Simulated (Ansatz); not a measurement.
Input:

BaO:
```yaml
crystal:
  lattice:
    - [0.00000, 2.71699, 2.71699]
    - [2.71699, 0.00000, 2.71699]
    - [2.71699, 2.71699, 0.00000]
  atoms:
    - { symbol: Ba, position: [0.00000, 0.00000, 0.00000] }
    - { symbol: O, position: [0.50000, 0.50000, 0.50000] }
```

This is the LDA-relaxed structure.

Q: All from plane-wave PAW LDA (Ansatz code), unless another level is named. Predict the band gap.

A: 1.68 eV (direct).

Q: And the hole effective mass?

A: 0.38, 3.2, 3.2 mₑ (principal values).

Q: What about the formation energy from the elements (no fitted shifts)?

A: -2.69 eV/atom.

Q: And the weight of the valence-edge state by species (Voronoi cells)?

A: O 86 %, Ba 14 %.

Q: Next, the weight of the conduction-edge state by species (Voronoi cells)?

A: Ba 63 %, O 37 %.

Space group Fm-3m (rock salt). The cell was relaxed with LDA under the symmetry of its start; phonons on a q-mesh show no instability. The references are the lowest solids computed at this level, not always the standard phases (solids in place of the gases). Scalar-relativistic: spin–orbit coupling is off unless named, which matters more the heavier the elements.

Potentials: the later of the program's two PAW sets.
